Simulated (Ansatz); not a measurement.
Fields on a plane of HgTe (zinc blende)

```xyz
2
Lattice="0.0000 3.2864 3.2864 3.2864 0.0000 3.2864 3.2864 3.2864 0.0000" Properties=species:S:1:pos:R:3 pbc="T T T"
Te     4.9296     4.9296     4.9296
Hg     0.0000     0.0000     0.0000
```

The slice is a {100} plane (indices of the conventional cell) through the point (0.750, 0.750, 0.750) (fractional), spanned by u = [100] and v = [0 1 -1] in vectors of this cell: u (4.65 Å) and v (4.65 Å, at 90° to u). It covers one period; positions are fractions (u, v).

Atoms on it: Te at (0.00, 0.00).

These are r2SCAN (plane waves to 500 eV, PAW, scalar-relativistic; Ansatz, a quantum-chemistry and plane-wave program) values and carry that method's errors. k mesh 12×12×12. Inside the PAW spheres the values are not all-electron values, and peaks at nuclei hang on which shells count as valence. At this level the bands of HgTe touch or barely overlap. HgTe was relaxed with its symmetry unable to fall. Spin-orbit coupling is left out, though Hg and Te are heavy.

```
|@@%#++=-------=++#%@|
|%%#*+==--:::--==+*#%|
|##*++=--:::::--=++*#|
|++++=--:::::::--=+++|
|++==--::.....::--==+|
|===--::.......::--==|
|----::...   ...::---|
|---::...     ...::--|
|--:::..       ..:::-|
|--:::..       ..:::-|
|--:::..       ..:::-|
|---::...     ...::--|
|----::...   ...::---|
|===--::.......::--==|
|++==--::.....::--==+|
|++++=--:::::::--=+++|
|##*++=--:::::--=++*#|
|%%#*+==--:::--==+*#%|
|@@%#++=-------=++#%@|
|@@%#++=-------=++#%@|
```
Scale: ten equal steps from -2.17 (start of ' ') to 1.25 (end of '@'), in the order ' .:-=+*#%@'. Values: log₁₀ of the valence density in e/Å³. The map has 20 points along u (one character each, u = 0 at the left) and 20 along v (v = 0 in the bottom row). The scale is logarithmic, as a density can span decades between atoms and voids.

```
|xxxxxxxxxx  ==##%%%%%%%%%%##==  xxxxxxxx|
|xxxxxxxx  ..++##%%%%%%%%%%##++..  xxxxxx|
|xxxxxxxx  --**%%%%%%%%%%%%%%**--  xxxxxx|
|xxxx    --**%%%%@@@@@@@@@@%%%%**--    xx|
|    ..--**##%%@@@@@@@@@@@@@@%%##**--..  |
|====++**%%%%@@@@@@@@@@@@@@@@@@%%%%**++==|
|######%%%%@@@@@@@@@@@@@@@@@@@@@@%%%%####|
|##%%%%%%@@@@@@@@@@@@@@@@@@@@@@@@@@%%%%%%|
|%%%%%%%%@@@@@@@@@@@@@@@@@@@@@@@@@@%%%%%%|
|%%%%%%%%@@@@@@@@@@@@@@@@@@@@@@@@@@%%%%%%|
|%%%%%%%%@@@@@@@@@@@@@@@@@@@@@@@@@@%%%%%%|
|##%%%%%%@@@@@@@@@@@@@@@@@@@@@@@@@@%%%%%%|
|######%%%%@@@@@@@@@@@@@@@@@@@@@@%%%%####|
|====++**%%%%@@@@@@@@@@@@@@@@@@%%%%**++==|
|    ..--**##%%@@@@@@@@@@@@@@%%##**--..  |
|xxxx    --**%%%%@@@@@@@@@@%%%%**--    xx|
|xxxxxxxx  --**%%%%%%%%%%%%%%**--  xxxxxx|
|xxxxxxxx  ..++##%%%%%%%%%%##++..  xxxxxx|
|xxxxxxxxxx  ==##%%%%%%%%%%##==  xxxxxxxx|
|xxxxxxxxxx  ==####%%%%%%####==  xxxxxxxx|
```
Scale: ten equal steps from -3.00 (start of ' ') to 5.43 (end of '@'), in the order ' .:-=+*#%@'. Values: electrostatic potential energy of an electron, from the cell's mean, in eV. The map has 20 points along u (two characters each, u = 0 at the left) and 20 along v (v = 0 in the bottom row). Points within 1 Å of a nucleus are blanked (x), as the pseudised field means little there. Values under -3 eV are set to -3. The zero, the cell's mean, hangs on the PAW cores.
